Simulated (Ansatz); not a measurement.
Relaxed-ion elastic tensor of ZnS (zinc blende, F-43m) in GPa (Voigt order), plane-wave PAW PBE (Ansatz code); density 4.01 g/cm³, 20.16 Å³ per atom.

```
96.9  55.8  55.8   0.0   0.0   0.0
55.8  96.9  55.8   0.0   0.0   0.0
55.8  55.8  96.9   0.0   0.0   0.0
 0.0   0.0   0.0  46.0   0.0   0.0
 0.0   0.0   0.0   0.0  46.0   0.0
 0.0   0.0   0.0   0.0   0.0  46.0
```

**Question.** Is the crystal mechanically stable?

**Answer.** Yes: the smallest eigenvalue of C is 41.1 GPa.

**Question.** Work out the Voigt, Reuss and Hill averages.

**Answer.** K_V = 69.5, K_R = 69.5, K_H = 69.5; G_V = 35.8, G_R = 30.8, G_H = 33.3 GPa.

**Question.** Give Young's modulus, Poisson's ratio, Pugh's ratio and the universal anisotropy index.

**Answer.** E = 9KG/(3K + G) = 86.1 GPa; ν = 0.29; K/G = 2.09 (ductile by the Pugh limit of 1.75); A_U = 5G_V/G_R + K_V/K_R − 6 = 0.82.

**Question.** Estimate the sound speeds and the Debye temperature.

**Answer.** v_l = √((K + 4G/3)/ρ) = 5330 m/s, v_t = √(G/ρ) = 2880 m/s, mean 3210 m/s; Θ = (h/k)(3n/4πV)^(1/3) v_m = 352 K.

**Question.** Give the Zener ratio and Young's modulus along [100], [110] and [111].

**Answer.** A = 2C44/(C11 − C12) = 2.24; 1/E = S11 − 2(S11 − S12 − S44/2)Γ with Γ = 0, 1/4, 1/3 gives 56.1, 90.2, 113 GPa.

The PBE relaxation kept the symmetry of its start; phonons on a q-mesh show no instability.

Potentials: the later of the program's two PAW sets.
